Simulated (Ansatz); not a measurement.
Contact densities of MgS against volume

```yaml
crystal:
  lattice:
    - [0.00000, 2.60165, 2.60165]
    - [2.60165, 0.00000, 2.60165]
    - [2.60165, 2.60165, 0.00000]
  atoms:
    - { symbol: Mg, position: [0.00000, 0.00000, 0.00000] }
    - { symbol: S, position: [0.50000, 0.50000, 0.50000] }
```

Atom numbers follow the list: Mg1, S2.

The cell is COD entry 9008672, as deposited and not checked against the literature; nothing was relaxed.

Level of theory: DFT, PBEsol, all-electron PAW with datasets made for the crystal, scalar-relativistic (Ansatz 0.2.0).

Numerical set-up: a Γ-centred 10×10×10 k mesh, Fermi–Dirac smearing of 0.03 eV, cutoff 200 eV (chosen by the program for this cell), no spin polarisation.

The contact density is the mean electron density over the nuclear volume; its changes follow the s electrons' response to bonding and compression. Changes below are taken from the unscaled cell, where it is 7766.45 e/Å³ at Mg1, 19715 e/Å³ at S2.

The datasets are made afresh for each cell, so very small changes are uncertain.

(1) Does compression raise or lower the contact density at S2?

(2) Tabulate the changes with volume.

## Answers

(1) It lowers it, by 1.10 e/Å³ over the whole range.

(2) 
```tsv
V/V(cell)	P (GPa)	Δρ(0) Mg1 (e/Å³)	Δρ(0) S2 (e/Å³)
0.9400	4.3	0.17	-0.55
0.9600	2.3	0.11	-0.37
0.9800	0.6	0.05	-0.18
0.9900	-0.2	0.03	-0.09
1.0000	-1.0	0.00	0.00
1.0100	-1.7	-0.02	0.09
1.0200	-2.4	-0.05	0.18
1.0400	-3.6	-0.09	0.37
1.0600	-4.8	-0.13	0.55
```
